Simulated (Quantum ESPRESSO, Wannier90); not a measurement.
# GaN (wurtzite), plane waves to Wannier functions

```xyz
4
Lattice="3.1889 0.0000 0.0000 -1.5945 2.7617 0.0000 0.0000 0.0000 5.1924" Properties=species:S:1:pos:R:3 pbc="T T T"
Ga    -1.5945     0.9206     2.5914
Ga     1.5945    -0.9206    -0.0048
N     -1.5945     0.9206    -0.6443
N      1.5945    -0.9206     1.9519
```

Cell from Materials Project (mp-804), symmetrised, no further relaxation. COD (Crystallography Open Database) has the formula in 2 space groups, this one among them (matched by group alone). Method: PBEsol plane waves in Quantum ESPRESSO 7.5 (PseudoDojo norm-conserving files, 68 Ry, spinors with spin-orbit coupling), Bloch states on a 6×6×4 mesh through Γ, Wannier90 4.0.1. Density: 12×12×6 mesh, cold smearing 0.01 Ry.

Valence charges of the files: Ga 13, N 5. 72 bands were computed.

Isolated groups of bands, relative to the valence-band maximum (bands from 37 on overlap up to the last one computed):

```tsv
bands	from (eV)	to (eV)	filling	weight on atomic waves
1–4	-15.95	-14.87	filled	Ga 3d 40 %, N 2s 39 %, Ga 4p 14 %
5–24	-13.74	-11.12	filled	Ga 3d 90 %, N 2s 5 %
25–36	-7.10	0.00	filled	N 2p 70 %, Ga 4p 15 %, Ga 4s 9 %
```

Wanted is a model with the orbitals Ga s p, N s p, without the filled groups that are mainly made of other shells (semicore states, and anion s where it isn't named); all higher bands stay in for disentanglement.

### Question
Give num_wann, exclude_bands and num_bands, and the number of electrons that the model holds.

### Answer
Electrons: 2×13 + 2×5 = 36, which fill 36 bands.
num_wann = 2 × (2×4 + 2×4) = 32.
exclude_bands = 5-24, 20 bands, so num_bands = 72 − 20 = 52.
The model holds 36 − 1×20 = 16 electrons. With the window frozen to 3.38 eV it follows pw.x to 4.1 meV rms (states up to 2.9 eV relative to the valence-band maximum).
